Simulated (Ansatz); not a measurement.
Band structure of LuHg

```
Lu Hg
1.0
     3.60700    0.00000    0.00000
     0.00000    3.60700    0.00000
     0.00000    0.00000    3.60700
Lu Hg
1 1
Cartesian
  1.8035 1.8035 1.8035
  0.0000 0.0000 0.0000
```

Atom numbers follow the list: Lu1, Hg2.

The cell comes from COD entry 1523433, which wasn't checked; take it as a given geometry.

Spin–orbit coupling is left out, though it moves levels of the heavy atoms by tenths of an eV or more.

Level of theory: Ansatz 0.2.0, DFT, LDA, all-electron LAPW, scalar-relativistic.

The runs use a Γ-centred 10×10×10 k mesh, Fermi–Dirac smearing of 0.05 eV, basis error target 0.25 meV/atom, no spin polarisation.

Points in fractions of the reciprocal vectors of this cell: Γ (0, 0, 0), X (0, 0.5, 0), M (0.5, 0.5, 0), R (0.5, 0.5, 0.5). The path joins them by straight lines in the order Γ–X–M–Γ–R–X–R–M; legs that retrace an earlier one aren't tabulated. Energies are in eV from the Fermi level.

Is there a gap?

none: with an odd electron count and no spin polarisation the bands can't all be full, a metal in this set-up (spin order or a larger cell could open a gap).

List the levels between -8 and 5.5 eV at the symmetry points.


Γ: -7.33 (×3), -5.66 (×3), -5.66 (×3), -5.64, 0.41 (×2), 4.34 (×3), 4.48 (×3)
X: -7.85, -7.65, -7.50 (×2), -7.30, -5.79, -5.64 (×2), -5.63, -5.61 (×2), -5.59, -5.14, -4.54, 0.07, 1.17 (×2), 4.00, 5.12
M: -7.88, -7.63 (×2), -6.88, -5.69 (×2), -5.66, -5.66 (×2), -5.63 (×2), -4.65, -0.87 (×2), 0.28, 3.29 (×2), 5.40
R: -7.75 (×3), -6.86 (×2), -5.73, -5.67 (×3), -5.64 (×3), -2.09 (×3), -1.71, 5.32 (×3)
